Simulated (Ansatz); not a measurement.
BeCo:
```yaml
crystal:
  lattice:
    - [2.57277, 0.00000, 0.00000]
    - [0.00000, 2.57277, 0.00000]
    - [0.00000, 0.00000, 2.57277]
  atoms:
    - { symbol: Be, position: [0.00000, 0.00000, 0.00000] }
    - { symbol: Co, position: [0.50000, 0.50000, 0.50000] }
```
The run is spin-polarised; directions of the spins, atom by atom: 0 ↑.

Relaxed with r²SCAN.

Problem. Map the spin density (μB/Å³) on the plane through (0.000, 0.000, 0.000) spanned by u = [1, 0, 0] and v = [0, 1, 1] in lattice vectors, from r²SCAN in the plane-wave PAW code Ansatz.

Solution. x is the fraction of u, y of v (the angle between them is 90°; rows are the nearest grid lines); atoms in the plane: Be at (0.00, 0.00), Co at (0.50, 0.50).
```
|00000000000000000|
|00000000000000000|
|00000000000000000|
|00000000000000000|
|00000000000000000|
|00000000000000000|
|00000000000000000|
|00000011211000000|
|00000024642000000|
|00000037973000000|
|00000024642000000|
|00000011211000000|
|00000000000000000|
|00000000000000000|
|00000000000000000|
|00000000000000000|
|00000000000000000|
|00000000000000000|
|00000000000000000|
```
Scale: ten equal steps from -0.009 (start of '0') to 2.27 (end of '9'), in the order '0123456789'; x runs from 0.000 to 1.00, y from 0.000 (bottom) to 1.00 (top).

The density is the valence pseudo-density with augmentation charge, so density and ELF within about 1 Å of a nucleus are not all-electron values.

Space group Pm-3m (CsCl type). The workflow started from an entry of the Crystallography Open Database (COD). Its standing as an ambient phase is unchecked. The r²SCAN relaxation kept the symmetry of its start; its stability against distortions is not shown here. The final state is ferromagnetic, chosen from 3 collinear starts compared on coarse meshes (ties went to the first, and starts can fall back to one state), not a proven ground state. Other orbital occupations within this spin state were not tried. For itinerant 3d metals, meta-GGAs of the SCAN family and hybrids are commonly reported to give too large moments.

Potentials: the later of the program's two PAW sets.
